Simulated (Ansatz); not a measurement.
Relaxed candidate structures of Ca:

A. Fd-3m, origin choice 1 (No. 227), cF8, diamond type; a = 8.4326 Å, b = 8.4326 Å, c = 8.4326 Å, α = 90.00°, β = 90.00°, γ = 90.00°; Ca 8a (0.000, 0.000, 0.000)

B. Fm-3m (No. 225), cF4, fcc (Cu type); a = b = c = 5.455 Å, α = β = γ = 90.00°; Ca 4a (0.000, 0.000, 0.000)

C. Pm-3m (No. 221), cP1, simple cubic type; a = 3.460 Å, b = 3.460 Å, c = 3.460 Å, α = 90.00°, β = 90.00°, γ = 90.00°; Ca 1a (0.000, 0.000, 0.000)

Rank these by energy per atom (lowest first), as PBEsol (plane waves to 420 eV, PAW, scalar-relativistic; Ansatz, a quantum-chemistry and plane-wave program) gives it.

B (reference), C (+0.39 eV/atom), A (+1.11 eV/atom)

Each run could gain symmetry but not lose that of its start, so entries can be saddle points. From databases, or of a type measured for this composition: Fm-3m, cF4, fcc (Cu type); Pm-3m, cP1, simple cubic type; the others are generated cells (placed on structure types, drawn at random, substituted or restacked) that were not matched to a known phase here. Static energies at zero pressure. No spin polarisation in the result.
